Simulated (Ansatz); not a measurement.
Y$_{3}$Ge:
```
Y3Ge
1.0
    0.00000     3.73950     3.73950
    3.73950     0.00000     3.73950
    3.73950     3.73950     0.00000
Ge Y
1 3
Direct
  0.00000   0.00000   0.00000
  0.50000   0.50000   0.50000
  0.25000   0.25000   0.25000
  0.75000   0.75000   0.75000
```

Relaxed with PBE. Special points in fractions of this cell's reciprocal vectors: Γ (0.000, 0.000, 0.000); X (0.500, 0.000, 0.500); U (0.625, 0.250, 0.625); K (0.375, 0.375, 0.750); L (0.500, 0.500, 0.500); W (0.500, 0.250, 0.750).

Task: List the band energies nearest the Fermi level at these points for the program Ansatz at the PBE level (PAW).

Result: In eV from the Fermi level; about four levels below and three above (degenerate sets whole), none deeper than 8.9 eV; points with the same levels are listed once.

| k | below | above |
|---|---|---|
| Γ | -2.06 -2.06 -2.06 -1.35 -1.35 -1.07 | 0.51 0.51 0.51 |
| X | -1.68 -1.54 -1.36 -1.36 | 0.27 0.34 0.34 |
| U | -1.77 -1.32 -0.31 -0.01 | 0.61 1.00 1.30 |
| L | -3.70 -2.24 -2.24 -0.17 | 0.06 0.06 0.57 0.57 |
| W | -1.98 -1.23 -0.07 -0.07 | 0.50 1.08 1.28 1.28 |

Space group Fm-3m. A made-up cell: these elements were put on the sites of a structure type; neither database checked (COD, Materials Project) lists it. Whether it is the stable phase at ambient conditions was not checked. The PBE relaxation kept the symmetry of its start; whether a distortion lowers the energy is not shown. The run is not spin-polarised. Spin–orbit coupling is left out wherever it is not named.

Potentials: the later of the program's two PAW sets.
